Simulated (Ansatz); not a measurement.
ZnO (wurtzite)

```yaml
crystal:
  lattice:
    - [6.55919, 0.00000, 0.00000]
    - [-1.63980, 2.84021, 0.00000]
    - [0.00000, 0.00000, 5.29330]
  atoms:
    - { symbol: Zn, position: [0.33333, 0.33333, 0.00215] }
    - { symbol: Zn, position: [0.83333, 0.33333, 0.00215] }
    - { symbol: Zn, position: [0.16667, 0.66667, 0.50215] }
    - { symbol: Zn, position: [0.66667, 0.66667, 0.50215] }
    - { symbol: O, position: [0.33333, 0.33333, 0.62305] }
    - { symbol: O, position: [0.83333, 0.33333, 0.62305] }
    - { symbol: O, position: [0.16667, 0.66667, 0.12305] }
    - { symbol: O, position: [0.66667, 0.66667, 0.12305] }
```

The atoms are displaced by Q × the pattern below (from a DFPT mode at M = (0.5, 0.0, 0.0), largest move 1; Q in Å), at fixed cell. (q is in reciprocal vectors of the primitive cell; the cell shown is doubled to hold the pattern.)

```csv
atom,x,y,z
Zn1,0.789,0.456,-0.411
Zn2,-0.789,-0.456,0.411
Zn3,0.789,0.456,0.411
Zn4,-0.789,-0.456,-0.411
O5,0.069,0.040,0.122
O6,-0.069,-0.040,-0.122
O7,0.069,0.040,-0.122
O8,-0.069,-0.040,0.122
```

Level of theory: PBE (plane waves to 420 eV, PAW, scalar-relativistic; Ansatz, a program for electronic structure). k mesh 6×12×6 (Γ-centred), Fermi-Dirac smearing 0.05 eV. The energy includes the smearing's −TS. Compression counts positive. ZnO was relaxed with its symmetry unable to fall. ΔE is measured from the undisplaced structure.

```
Q (Å)   ΔE (meV/cell)  P (GPa)  −dE/dQ from forces (eV/Å)
------  -------------  -------  -------------------------
-0.280           2171     6.72                     15.257
-0.233           1515     4.68                     12.840
-0.187            974     3.00                     10.358
-0.140            550     1.69                      7.820
-0.093            245     0.75                      5.237
-0.047             61     0.19                      2.626
0.000               0     0.00                      0.000
0.047              61     0.19                     -2.626
0.093             245     0.75                     -5.237
0.140             550     1.69                     -7.820
0.187             974     3.00                    -10.358
0.233            1515     4.68                    -12.840
0.280            2171     6.72                    -15.257
```

Read from the data:

The energy at Q = 0.280 Å is 2171 meV/cell. Space group of the distorted cell: Pmc2_1 (No. 26), lowered from P6_3mc. Symmetry of the curve: even: the same for both signs. Shape of the curve: a single well with its minimum at or next to zero displacement. Harmonic wavenumber from the curvature (finite differences): 241 cm⁻¹. Wavenumber by perturbation theory (DFPT, on another k mesh): 241 cm⁻¹.

(For displaced atoms, the force is minus the slope of the energy, and its curvature is a force constant, which sets phonon frequencies.)
